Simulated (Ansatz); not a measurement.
Relaxation of a generated cell, TiSi2 built in the AFLOW prototype A2B_hP9_189_fg_bc (C22, as in Fe2P); 9 atoms in the cell, which starts as P-62m (No. 189), hP9; a = 6.3633 Å, b = 6.3633 Å, c = 3.7214 Å, α = 90.00°, β = 90.00°, γ = 120.00°. Method: PBEsol (plane waves to 420 eV, PAW, scalar-relativistic; Ansatz, a program for electronic structure). Γ-centred k-mesh 4×4×6 on the run's cell (coarser than for final values), Fermi–Dirac smearing 0.05 eV. This is the first round of the run. 

The optimiser's lines from the output (shortened; P is positive under compression):

```
relax step   1: F+E_penalty+E_count = -11150.06605763 eV  Δ(F+E_penalty+E_count) = +0.000e0 eV  max|allowed force component| = 5.340e-1 eV/Å  Δτ_max = 0.0000 Å  P = +8.779 GPa  Ω = 130.500 Å³  (7 SCF iters, dr2 threshold 1.00e-7 eV, accepted)
relax step   2: F+E_penalty+E_count = -11150.94000614 eV  Δ(F+E_penalty+E_count) = -8.739e-1 eV  max|allowed force component| = 3.933e-1 eV/Å  Δτ_max = 0.1132 Å  P = +1.399 GPa  Ω = 136.592 Å³  (6 SCF iters, dr2 threshold 9.00e-7 eV, accepted)
relax step   3: F+E_penalty+E_count = -11151.03608588 eV  Δ(F+E_penalty+E_count) = -9.608e-2 eV  max|allowed force component| = 1.639e-1 eV/Å  Δτ_max = 0.0745 Å  P = +0.081 GPa  Ω = 138.096 Å³  (6 SCF iters, dr2 threshold 9.00e-7 eV, accepted)
relax step   4: F+E_penalty+E_count = -11151.04619818 eV  Δ(F+E_penalty+E_count) = -1.011e-2 eV  max|allowed force component| = 3.916e-2 eV/Å  Δτ_max = 0.0409 Å  P = -0.029 GPa  Ω = 138.351 Å³  (6 SCF iters, dr2 threshold 9.00e-7 eV, accepted)
relax step   5: F+E_penalty+E_count = -11151.04635874 eV  Δ(F+E_penalty+E_count) = -1.606e-4 eV  max|allowed force component| = 4.136e-2 eV/Å  Δτ_max = 0.0147 Å  P = +0.150 GPa  Ω = 138.338 Å³  (6 SCF iters, dr2 threshold 5.10e-7 eV, accepted)
relax step   6: F+E_penalty+E_count = -11151.04794711 eV  Δ(F+E_penalty+E_count) = -1.588e-3 eV  max|allowed force component| = 1.887e-3 eV/Å  Δτ_max = 0.0074 Å  P = -0.007 GPa  Ω = 138.399 Å³  (6 SCF iters, dr2 threshold 3.18e-7 eV, accepted)
relax step   7: F+E_penalty+E_count = -11151.04795171 eV  Δ(F+E_penalty+E_count) = -4.601e-6 eV  max|allowed force component| = 4.685e-4 eV/Å  Δτ_max = 0.0004 Å  P = +0.002 GPa  Ω = 138.388 Å³  (6 SCF iters, dr2 threshold 1.71e-9 eV, accepted)
relax step   8: F+E_penalty+E_count = -11151.04882429 eV  Δ(F+E_penalty+E_count) = -8.726e-4 eV  max|allowed force component| = 4.306e-4 eV/Å  Δτ_max = 0.0000 Å  P = +0.006 GPa  Ω = 138.388 Å³  stress off target by 6.87e-3 GPa  SCF on the basis re-selected at this cell (its energy is not comparable with the rows above)  (6 SCF iters)
```

From the first to the last row the energy changes by -0.11 eV/atom and the volume by +6.0 %. The last row is marked as not comparable with the walk above it, whose basis was carried along; it does compare with step 1, since both stand on a basis selected at the nominal cutoff for their own cell.

Later rounds, restarted from the end of this one on a renewed k-mesh, logged 9 more steps and released under 0.01 eV/atom more. The final structure after all rounds: P-62m (No. 189), hP9, AFLOW prototype A2B_hP9_189_fg_bc (C22, as in Fe2P); a = b = 6.7669 Å, c = 3.4833 Å, α = β = 90.00°, γ = 120.00°. Between re-selections the logged energies stand on a plane-wave basis carried along with the cell. No spin polarisation in the result. A magnetic state may lie lower.

The run could not lose the symmetry of its start: the end is stationary, and may be a saddle point rather than a minimum.

The relaxed structure here is a generated cell of TiSi2: the first start was made by placing the elements on the sites of a structure type, and the end was not matched to a known phase here, so it may be hypothetical. Known forms of TiSi2 include space group No. 63, 70.
